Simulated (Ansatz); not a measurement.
CsNiSn, before and after

The guess for CsNiSn was made by a generator: random cell by space group and Wyckoff sites (P4/mmm, No. 123). Its size is a rough estimate.

POSCAR.start

```
Cs Ni Sn
1.0
     4.20673    0.00000    0.00000
     0.00000    4.20673    0.00000
     0.00000    0.00000    4.97019
Cs Ni Sn
1 1 1
Direct
  0.00000 0.00000 0.00000
  0.50000 0.50000 0.50000
  0.00000 0.00000 0.50000
```

The calculation used DFT PBE, scalar-relativistic, plane waves, PAW in Ansatz. Cutoff 420 eV, Gaussian smearing, Γ-centred meshes. Cell and atoms relax first on a coarse mesh and then on a finer one. In between, the cell is made exact in the group found at 0.06 Å. In metals the finer mesh still leaves noise of several meV/atom or more. The steps can't lower the symmetry of their start. Collinear spin, starting moments Ni 2.0 μB; they died out on the coarse mesh, so the last step has no spin.

POSCAR.end

```
Cs Ni Sn
1.0
     3.62910    0.00000    0.00000
     0.00000    3.62910    0.00000
     0.00000    0.00000    7.28538
Cs Ni Sn
1 1 1
Direct
  0.00000 0.00000 0.00000
  0.50000 0.50000 0.50000
  0.00000 0.00000 0.50000
```

The symmetry stays P4/mmm (No. 123). The volume per atom grows by 9.1 %, from 29.3 to 32.0 Å³. The shortest distance goes from 2.49 Å (Cs–Sn) to 2.57 Å (Ni–Sn). The ratio c/a of the conventional cell changes by a factor of 1.70. The energy falls by about 1.8 eV/atom (the start's value is from the coarse mesh).

| Quantity | Value |
| --- | --- |
| Volume per atom | 31.98 Å³ |
| Density | 5.37 g/cm³ |
| Formation energy | +0.24 eV/atom |
| Gap on the 12×12×6 mesh of the 3-atom cell | 0 eV (a metal) |

Energies over the elements count from the elements' standard structures at the same level, with no fitted energy shifts. The references include grey tin. A positive value: parting into the elements would lower its energy.

The last run used Gaussian smearing of 0.10 eV. Trial moments died out on the coarse mesh, so the last step has no spin; another magnetic start might hold. Symmetry constrained the relaxation, so the result can be a saddle point. In all, the 4 runs took 3.1 min on 1 thread of Arm Neoverse V2, with other jobs on the host. Another cell of CsNiSn relaxed alike, in P-6m2, lies 114 meV/atom lower, so this cell isn't the stable form at this level.
